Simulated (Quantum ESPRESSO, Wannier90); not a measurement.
# BaTiO$_{3}$ (cubic perovskite): Wannier90 run

```yaml
crystal:
  lattice:
    - [4.00768, 0.00000, 0.00000]
    - [0.00000, 4.00768, 0.00000]
    - [0.00000, 0.00000, 4.00768]
  atoms:
    - { symbol: Ba, position: [0.50000, 0.50000, 0.50000] }
    - { symbol: Ti, position: [0.00000, 0.00000, 0.00000] }
    - { symbol: O, position: [0.50000, 0.00000, 0.00000] }
    - { symbol: O, position: [0.00000, 0.50000, 0.00000] }
    - { symbol: O, position: [0.00000, 0.00000, 0.50000] }
```

Materials Project entry mp-2998; symmetrised, unrelaxed at this level. COD (Crystallography Open Database) records the formula in this space group. Ideal cubic forms of this type are often high-temperature phases that distort on cooling; symmetry holds the cell here, and its stability was not tested. Method: PBEsol plane waves in Quantum ESPRESSO 7.5 (PseudoDojo norm-conserving files, 68 Ry, spinors with spin-orbit coupling), Bloch states on a 6×6×6 mesh through Γ, Wannier90 4.0.1. Density: 8×8×8 mesh, cold smearing 0.01 Ry.

The plane-wave run has 76 bands and 40 electrons a cell. On the energy scale of pw.x, whose zero is arbitrary, the valence-band maximum lies at 10.16 eV.

Isolated groups of bands, relative to the valence-band maximum (bands from 41 on overlap up to the last one computed):

| bands | from (eV) | to (eV) | filling | weight on atomic waves |
|---|---|---|---|---|
| 1–2 | -56.31 | -56.31 | filled | Ti 3s 96 % |
| 3–4 | -33.14 | -33.10 | filled | Ti 3p 98 % |
| 5–8 | -32.49 | -32.44 | filled | Ti 3p 98 % |
| 9–10 | -24.57 | -24.30 | filled | Ba 5s 94 % |
| 11–16 | -16.96 | -15.73 | filled | O 2s 85 %, Ti 3d 5 %, Ti 4s 4 % |
| 17–18 | -11.70 | -10.90 | filled | Ba 5p 92 % |
| 19–22 | -10.03 | -8.84 | filled | Ba 5p 90 %, O 2p 6 % |
| 23–40 | -4.51 | 0.00 | filled | O 2p 82 %, Ti 3d 11 % |

Input w.win, without the blocks of cell, atoms and k-points (216 lines):

```
num_bands = 54
num_wann = 28
exclude_bands = 1-22
spinors = true
num_iter = 400
conv_tol = 1.0e-6
conv_window = 4
dis_num_iter = 600
dis_conv_tol = 1.0e-6
dis_froz_max = 13.42
write_hr = true
write_u_matrices = true
begin projections
f=-0.00553,-0.00480,-0.01010: d
f=0.49462,-0.00302,-0.01085: p
f=0.01105,0.49445,-0.00164: p
f=0.01009,0.00131,0.50722: p
end projections
mp_grid = 7 6 6
```

Check the input against the numbers above: what is wrong, and how is it mended?

wannier90.x -pp stops with:
```
Error: Wrong number of lines in block kpoints
```
The product of the three numbers of mp_grid differs from the number of lines in the kpoints block. Mended as below, all else unchanged, the run goes through (Ω_I = 28.3 Å²) and follows the plane-wave bands to 0.4 meV rms (states up to 2.8 eV relative to the valence-band maximum).
```
mp_grid = 6 6 6
```
